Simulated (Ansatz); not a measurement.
Input file for Ansatz (a first-principles code):

Ansatz 0.2 input:
```yaml
crystal:
  lattice:
    - [2.7945233587, 0.0, 0.0]
    - [0.0, 2.7945233587, 0.0]
    - [0.0, 0.0, 5.7686557758]
  atoms:
    - { symbol: Ga, position: [0.5, 0.5, 0.2840270621] }
    - { symbol: Ga, position: [0.5, 0.5, 0.7159729379] }
    - { symbol: Cu, position: [0.0, 0.0, 0.0] }
kpoints:
  mp_grid: { grid: [21, 21, 10] }
hamiltonian:
  xc: pbesol
  pseudopotentials: { kind: paw }
scf:
  occupations: { method: fermi_dirac, width: 0.1 }
elastic: { mode: relaxed_ion, stencil: two_point, amplitude: 0.005, f_tol: 0.0005 }
```

Output (shortened):

```
Pseudopotential: Ga, paw, valence charge 13
Pseudopotential: Cu, paw, valence charge 19
Functional definition: PBEsol
Crystal: 3 atoms, lattice volume = 45.050 Å³
Basis set: ecut = 420 eV, 903 PW (Γ), exchange–correlation on 40×40×80 points (8 copies of the dense FFT grid, shifted against one another)
Bands: 27, of which v1, the nominal top of the filled ones, is band 23 counted from 1 (22 counted from 0)
Symmetry: 16 space group operations
Space group: P4/mmm (ITA 123), of the structure as read, at distance tolerance 3.6e-5 Å
k-points: 396 of 4410
SCF 1 converged in 14 iterations: F = -14075.500756 eV  dr2 = 5.38e-15
Crystal: 3 atoms, lattice volume = 44.824 Å³
Basis set: ecut = 420 eV, 895 PW (Γ), exchange–correlation on 40×40×80 points (8 copies of the dense FFT grid, shifted against one another)
Symmetry: 8 space group operations
k-points: 726 of 4410
SCF 2 converged in 15 iterations: F = -14075.499761 eV  dr2 = 4.64e-14
relax step   1: F+E_penalty+E_count = -14075.49976101 eV  Δ(F+E_penalty+E_count) = +0.000e0 eV  max|allowed force component| = 2.627e-2 eV/Å  Δτ_max = 0.0000 Å  (15 SCF iters, accepted)
Crystal: 3 atoms, lattice volume = 44.824 Å³
SCF 3 converged in 11 iterations: F = -14075.499804 eV  dr2 = 1.64e-14
relax step   2: F+E_penalty+E_count = -14075.49980388 eV  Δ(F+E_penalty+E_count) = -4.288e-5 eV  max|allowed force component| = 7.372e-3 eV/Å  Δτ_max = 0.0013 Å  (11 SCF iters, accepted)
Crystal: 3 atoms, lattice volume = 44.824 Å³
SCF 4 converged in 10 iterations: F = -14075.499808 eV  dr2 = 5.56e-14
relax step   3: F+E_penalty+E_count = -14075.49980754 eV  Δ(F+E_penalty+E_count) = -3.652e-6 eV  max|allowed force component| = 2.651e-5 eV/Å  Δτ_max = 0.0005 Å  (10 SCF iters, accepted)
Crystal: 3 atoms, lattice volume = 44.824 Å³
SCF 5 converged in 10 iterations: F = -14075.499808 eV  dr2 = 3.54e-17
Crystal: 3 atoms, lattice volume = 45.275 Å³
Basis set: ecut = 420 eV, 907 PW (Γ), exchange–correlation on 40×40×80 points (8 copies of the dense FFT grid, shifted against one another)
SCF 6 converged in 15 iterations: F = -14075.500744 eV  dr2 = 2.17e-14
relax step   1: F+E_penalty+E_count = -14075.50074367 eV  Δ(F+E_penalty+E_count) = +0.000e0 eV  max|allowed force component| = 2.661e-2 eV/Å  Δτ_max = 0.0000 Å  (15 SCF iters, accepted)
Crystal: 3 atoms, lattice volume = 45.275 Å³
SCF 7 converged in 11 iterations: F = -14075.500792 eV  dr2 = 2.88e-14
relax step   2: F+E_penalty+E_count = -14075.50079222 eV  Δ(F+E_penalty+E_count) = -4.854e-5 eV  max|allowed force component| = 5.687e-4 eV/Å  Δτ_max = 0.0018 Å  (11 SCF iters, accepted)
Crystal: 3 atoms, lattice volume = 45.275 Å³
SCF 8 converged in 7 iterations: F = -14075.500792 eV  dr2 = 8.66e-14
relax step   3: F+E_penalty+E_count = -14075.50079224 eV  Δ(F+E_penalty+E_count) = -2.228e-8 eV  max|allowed force component| = 2.160e-6 eV/Å  Δτ_max = 0.0000 Å  (7 SCF iters, accepted)
Crystal: 3 atoms, lattice volume = 45.275 Å³
SCF 9 converged in 10 iterations: F = -14075.500792 eV  dr2 = 1.76e-17
Crystal: 3 atoms, lattice volume = 44.824 Å³
SCF 10 converged in 15 iterations: F = -14075.500778 eV  dr2 = 1.33e-14
relax step   1: F+E_penalty+E_count = -14075.50077755 eV  Δ(F+E_penalty+E_count) = +0.000e0 eV  max|allowed force component| = 1.876e-2 eV/Å  Δτ_max = 0.0000 Å  (15 SCF iters, accepted)
Crystal: 3 atoms, lattice volume = 44.824 Å³
SCF 11 converged in 11 iterations: F = -14075.500799 eV  dr2 = 6.33e-15
relax step   2: F+E_penalty+E_count = -14075.50079871 eV  Δ(F+E_penalty+E_count) = -2.116e-5 eV  max|allowed force component| = 5.312e-3 eV/Å  Δτ_max = 0.0009 Å  (11 SCF iters, accepted)
Crystal: 3 atoms, lattice volume = 44.824 Å³
SCF 12 converged in 10 iterations: F = -14075.500801 eV  dr2 = 2.48e-14
relax step   3: F+E_penalty+E_count = -14075.50080056 eV  Δ(F+E_penalty+E_count) = -1.849e-6 eV  max|allowed force component| = 1.338e-5 eV/Å  Δτ_max = 0.0003 Å  (10 SCF iters, accepted)
Crystal: 3 atoms, lattice volume = 44.824 Å³
SCF 13 converged in 14 iterations: F = -14075.500801 eV  dr2 = 6.56e-19
Crystal: 3 atoms, lattice volume = 45.275 Å³
SCF 14 converged in 15 iterations: F = -14075.499248 eV  dr2 = 1.91e-14
relax step   1: F+E_penalty+E_count = -14075.49924825 eV  Δ(F+E_penalty+E_count) = +0.000e0 eV  max|allowed force component| = 1.582e-2 eV/Å  Δτ_max = 0.0000 Å  (15 SCF iters, accepted)
Crystal: 3 atoms, lattice volume = 45.275 Å³
SCF 15 converged in 11 iterations: F = -14075.499266 eV  dr2 = 1.04e-14
relax step   2: F+E_penalty+E_count = -14075.49926588 eV  Δ(F+E_penalty+E_count) = -1.763e-5 eV  max|allowed force component| = 1.164e-3 eV/Å  Δτ_max = 0.0010 Å  (11 SCF iters, accepted)
Crystal: 3 atoms, lattice volume = 45.275 Å³
SCF 16 converged in 9 iterations: F = -14075.499266 eV  dr2 = 3.11e-14
relax step   3: F+E_penalty+E_count = -14075.49926597 eV  Δ(F+E_penalty+E_count) = -9.565e-8 eV  max|allowed force component| = 2.619e-6 eV/Å  Δτ_max = 0.0001 Å  (9 SCF iters, accepted)
Crystal: 3 atoms, lattice volume = 45.275 Å³
SCF 17 converged in 10 iterations: F = -14075.499266 eV  dr2 = 2.24e-16
Crystal: 3 atoms, lattice volume = 45.049 Å³
Basis set: ecut = 420 eV, 901 PW (Γ), exchange–correlation on 40×40×80 points (8 copies of the dense FFT grid, shifted against one another)
Symmetry: 4 space group operations
k-points: 1166 of 4410
SCF 18 converged in 12 iterations: F = -14075.500519 eV  dr2 = 1.18e-14
relax step   1: F+E_penalty+E_count = -14075.50051914 eV  Δ(F+E_penalty+E_count) = +0.000e0 eV  max|allowed force component| = 1.156e-2 eV/Å  Δτ_max = 0.0000 Å  (12 SCF iters, accepted)
Crystal: 3 atoms, lattice volume = 45.049 Å³
SCF 19 converged in 8 iterations: F = -14075.500551 eV  dr2 = 6.23e-14
relax step   2: F+E_penalty+E_count = -14075.50055138 eV  Δ(F+E_penalty+E_count) = -3.224e-5 eV  max|allowed force component| = 9.513e-3 eV/Å  Δτ_max = 0.0015 Å  (8 SCF iters, accepted)
Crystal: 3 atoms, lattice volume = 45.049 Å³
SCF 20 converged in 11 iterations: F = -14075.500619 eV  dr2 = 1.10e-14
relax step   3: F+E_penalty+E_count = -14075.50061872 eV  Δ(F+E_penalty+E_count) = -6.734e-5 eV  max|allowed force component| = 6.633e-4 eV/Å  Δτ_max = 0.0066 Å  (11 SCF iters, accepted)
Crystal: 3 atoms, lattice volume = 45.049 Å³
SCF 21 converged in 9 iterations: F = -14075.500619 eV  dr2 = 3.42e-14
relax step   4: F+E_penalty+E_count = -14075.50061905 eV  Δ(F+E_penalty+E_count) = -3.295e-7 eV  max|allowed force component| = 1.460e-4 eV/Å  Δτ_max = 0.0005 Å  (9 SCF iters, accepted)
Crystal: 3 atoms, lattice volume = 45.049 Å³
SCF 22 converged in 12 iterations: F = -14075.500619 eV  dr2 = 1.94e-17
Crystal: 3 atoms, lattice volume = 45.049 Å³
SCF 23 converged in 12 iterations: F = -14075.500519 eV  dr2 = 1.16e-14
relax step   1: F+E_penalty+E_count = -14075.50051914 eV  Δ(F+E_penalty+E_count) = +0.000e0 eV  max|allowed force component| = 1.156e-2 eV/Å  Δτ_max = 0.0000 Å  (12 SCF iters, accepted)
Crystal: 3 atoms, lattice volume = 45.049 Å³
SCF 24 converged in 11 iterations: F = -14075.500618 eV  dr2 = 1.58e-14
relax step   2: F+E_penalty+E_count = -14075.50061839 eV  Δ(F+E_penalty+E_count) = -9.925e-5 eV  max|allowed force component| = 3.095e-3 eV/Å  Δτ_max = 0.0087 Å  (11 SCF iters, accepted)
Crystal: 3 atoms, lattice volume = 45.049 Å³
SCF 25 converged in 10 iterations: F = -14075.500619 eV  dr2 = 1.85e-14
relax step   3: F+E_penalty+E_count = -14075.50061899 eV  Δ(F+E_penalty+E_count) = -6.006e-7 eV  max|allowed force component| = 9.486e-4 eV/Å  Δτ_max = 0.0003 Å  (10 SCF iters, accepted)
Crystal: 3 atoms, lattice volume = 45.049 Å³
SCF 26 converged in 9 iterations: F = -14075.500619 eV  dr2 = 1.01e-14
relax step   4: F+E_penalty+E_count = -14075.50061905 eV  Δ(F+E_penalty+E_count) = -6.126e-8 eV  max|allowed force component| = 4.649e-7 eV/Å  Δτ_max = 0.0001 Å  (9 SCF iters, accepted)
Crystal: 3 atoms, lattice volume = 45.049 Å³
SCF 27 converged in 11 iterations: F = -14075.500619 eV  dr2 = 6.89e-17
Crystal: 3 atoms, lattice volume = 45.049 Å³
Basis set: ecut = 420 eV, 899 PW (Γ), exchange–correlation on 40×40×80 points (8 copies of the dense FFT grid, shifted against one another)
SCF 28 converged in 12 iterations: F = -14075.500563 eV  dr2 = 1.67e-14
relax step   1: F+E_penalty+E_count = -14075.50056275 eV  Δ(F+E_penalty+E_count) = +0.000e0 eV  max|allowed force component| = 1.319e-5 eV/Å  Δτ_max = 0.0000 Å  (12 SCF iters, accepted)
Crystal: 3 atoms, lattice volume = 45.049 Å³
SCF 29 converged in 12 iterations: F = -14075.500563 eV  dr2 = 4.35e-18
Crystal: 3 atoms, lattice volume = 45.049 Å³
SCF 30 converged in 12 iterations: F = -14075.500563 eV  dr2 = 1.61e-14
relax step   1: F+E_penalty+E_count = -14075.50056275 eV  Δ(F+E_penalty+E_count) = +0.000e0 eV  max|allowed force component| = 1.319e-5 eV/Å  Δτ_max = 0.0000 Å  (12 SCF iters, accepted)
Crystal: 3 atoms, lattice volume = 45.049 Å³
SCF 31 converged in 12 iterations: F = -14075.500563 eV  dr2 = 3.87e-18
SCF converged after 14 iterations
Free energy (F): -14075.500756 eV
Harris-Foulkes:  -14075.500756 eV  (|F-HF|=0.00e0)
Internal energy: -14075.475357 eV  (E = F + TS)
E sigma→0 (E₀):  -14075.488056 eV
Entropy (-TS):   -0.025399 eV (-8.466 meV/atom)
Fermi energy:    12.778640 eV
--- Per-component energies (eV) ---
  E_band       = -447.105867
  E_kinetic    = 532.938437
  E_local      = -8617.926083  (includes V_loc(G=0)·N_el)
  E_nonlocal   = 1240.099413
  E_hartree    = 3948.718846
  E_xc         = -227.898337
  E_vxc        = -233.905608  (∫ρ·V_xc dr)
  E_paw        = -5521.687047  (= ΣΔE_a)
  E_vpaw       = -1265.749655  (= ΣTr[D̂ρ^β])
  E_aug_tail   = -0.000057  (compensation charges beyond the density's cutoff)
  E_ewald      = -5431.652687
  E_core_change = 1.932158  (= ΣΔE_core)
  E_smearing   = -0.025399  (= −TS)
  E_closure    = 0.000000  (closes the sum)
  Σ components = -14075.500756   (vs F -14075.500756, Δ=0.00e0)
--- Forces (eV/Å), atoms counted from 1 ---
  atom   1  Ga     0.00000000     0.00000000    -0.00033131
  atom   2  Ga     0.00000000     0.00000000     0.00033131
  atom   3  Cu     0.00000000     0.00000000     0.00000000
  max |Σ_I F_I| component: 0.0 eV/Å
--- Stress (GPa, compression-positive) ---
        0.344794       0.000000       0.000000
        0.000000       0.344794       0.000000
        0.000000       0.000000      -0.550658
  P = ⅓ Tr σ = 0.0463 GPa (0.463 kbar)
--- Band table (eV; the first three rows and the last of 396) ---
  k-point 0: bands = ["-100.4207", "-57.9798", "-57.9134", "-57.9134", "-2.4594", "-2.4431", "-2.3939", "-2.1361", "-2.1361", "-2.1018", "-2.0124", "-1.9939", "-1.9790", "-1.9790", "1.1151", "5.0855", "6.4183", "8.4089", "9.2766", "9.2766", "9.3613", …
  k-point 1: bands = ["-100.4207", "-57.9798", "-57.9134", "-57.9134", "-2.4544", "-2.4423", "-2.3947", "-2.1350", "-2.1350", "-2.1058", "-2.0121", "-1.9942", "-1.9802", "-1.9802", "1.1597", "4.6915", "6.8414", "8.4089", "9.2759", "9.2759", "9.4133", …
  k-point 2: bands = ["-100.4206", "-57.9798", "-57.9134", "-57.9134", "-2.4406", "-2.4399", "-2.3970", "-2.1320", "-2.1320", "-2.1168", "-2.0114", "-1.9949", "-1.9832", "-1.9832", "1.2931", "4.0285", "7.5423", "8.4090", "9.2741", "9.2741", "9.6131", …
  k-point 395: bands = ["-100.4182", "-57.9765", "-57.9311", "-57.9311", "-2.3497", "-2.3262", "-2.2911", "-2.2910", "-2.2248", "-2.1292", "-2.1289", "-1.8961", "-1.8830", "-1.8719", "7.2083", "8.1389", "8.1905", "9.2664", "9.9908", "10.6619", "11.3120", …
--- Elastic constants: 4 strain directions × 2 members + reference (group order 16) ---
  dense FFT box of the reference and of every strained cell: 20×20×40
  strains applied: 11, 33, 23, 12; error gains …
  C = ∂σ_k/∂η_j (tension-positive GPa; Voigt order 11 22 33 23 13 12):
       129.845     74.942     62.957      0.000      0.000      0.000
        74.942    129.845     62.957      0.000      0.000      0.000
        62.070     62.070    205.007      0.000      0.000      0.000
         0.000      0.000      0.000     38.402      0.000      0.000
         0.000      0.000      0.000      0.000     38.402      0.000
         0.000      0.000      0.000      0.000      0.000     54.809
  reference stress σ⁰ (GPa):     -0.345     -0.345      0.551      0.000      0.000      0.000
  moduli (Voigt/Reuss/Hill, GPa): K = 96.07/93.67/94.87   G = 43.97/40.45/42.21   E = 110.27   ν = 0.306
  mechanically stable: yes (min eigenvalue of sym C = 38.40 GPa)
  strain η (Voigt 11):  stress-route row diagonal C_11 = 129.84 GPa, energy-path curvature d²(F+E_count+ΔE)/dδ²/Ω₀ = 129.75 GPa
         δ    σ_11 (GPa)             F (eV)   n_scf  n_hpsi   n_pw
    -5.000e-3      -1.0091      -14075.4998075      10  324608    905   relax 3 steps, max|allowed force component| 2.65e-5 eV/Å
     5.000e-3       0.2894      -14075.5007922      10  325515    913   relax 3 steps, max|allowed force component| 2.16e-6 eV/Å
  strain η (Voigt 33):  stress-route row diagonal C_33 = 205.01 GPa, energy-path curvature d²(F+E_count+ΔE)/dδ²/Ω₀ = 205.00 GPa
         δ    σ_33 (GPa)             F (eV)   n_scf  n_hpsi   n_pw
    -5.000e-3      -0.4931      -14075.5008006      14  222863    903   relax 3 steps, max|allowed force component| 1.34e-5 eV/Å
     5.000e-3       1.5569      -14075.4992660      10  186702    908   relax 3 steps, max|allowed force component| 2.62e-6 eV/Å
  strain η (Voigt 23):  stress-route row diagonal C_44 = 38.40 GPa, energy-path curvature d²(F+E_count+ΔE)/dδ²/Ω₀ = 38.33 GPa
         δ    σ_23 (GPa)             F (eV)   n_scf  n_hpsi   n_pw
    -5.000e-3      -0.1920      -14075.5006191      12  595402    905   relax 4 steps, max|allowed force component| 1.46e-4 eV/Å
     5.000e-3       0.1920      -14075.5006191      11  564347    905   relax 4 steps, max|allowed force component| 4.65e-7 eV/Å
  strain η (Voigt 12):  stress-route row diagonal C_66 = 54.81 GPa, energy-path curvature d²(F+E_count+ΔE)/dδ²/Ω₀ = 54.99 GPa
         δ    σ_12 (GPa)             F (eV)   n_scf  n_hpsi   n_pw
    -5.000e-3      -0.2740      -14075.5005628      12  369784    903   relax 1 steps, max|allowed force component| 1.32e-5 eV/Å
     5.000e-3       0.2740      -14075.5005628      12  369876    903   relax 1 steps, max|allowed force component| 1.32e-5 eV/Å
```

Cost: very roughly 30 core-minutes on shared cores.

The first step of the workflow began from a Materials Project structure, measured or hypothetical; the Crystallography Open Database files this formula in space group No. 123, but the cells were not matched. Its standing as an ambient phase is unchecked. The cell was relaxed with PBEsol under the symmetry of its start; of distortions, only those at the zone centre were tested. No spin polarisation was allowed. As this level gives no gap, shear constants depend on the k-mesh and smearing (Fermi–Dirac, 0.1 eV here). Axis ratios of metals converge slowly with the k-mesh, so a and c are less sure than the volume. On the denser mesh and wider smearing of the elastic run this cell carries a stress of 0.6 GPa. Spin–orbit coupling is left out wherever it is not named.

Potentials: the later of the program's two PAW sets.

Ansatz is a plane-wave DFT program.
